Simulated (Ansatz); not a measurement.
Values for one crystal, relaxed and computed with PBE+D3(BJ) in the plane-wave PAW code Ansatz; other levels are named.

```yaml
volume_per_atom: 25.20 Å³
electronic_character: metallic (no gap)
Elastic constants (relaxed ions, GPa): C11 = 88.8, C12 = 23.7, C13 = 22.8, C14 = 10.3, C33 = 62.2, C44 = 27.2
hill_bulk_and_shear_moduli: 41.5 and 27.1 GPa
zone_centre_stability: no imaginary mode at Γ
Bulk modulus (Birch–Murnaghan fit): 39.5 GPa
Gap with spin–orbit coupling: none (metallic)
```

**Question.** Pick the material that matches.
A. SnTe2, R-3m (Sn on 3a, Te on 6c)
B. SnSb2Te4, R-3m (Sn on 3a, Sb on 6c, Te on 6c, Te on 6c)
C. TiTe2, CdI2 type
D. PtS2, CdI2 type

**Answer.** C, TiTe2, CdI2 type

Space group P-3m1 (CdI2 type). Symmetry was held in the PBE+D3(BJ) relaxation. No spin polarisation was allowed. As this level gives no gap, shear constants depend on the k-mesh and smearing (Fermi–Dirac, 0.1 eV here). Scalar-relativistic: spin–orbit coupling is off unless named, which matters more the heavier the elements.

Potentials: the later of the program's two PAW sets.
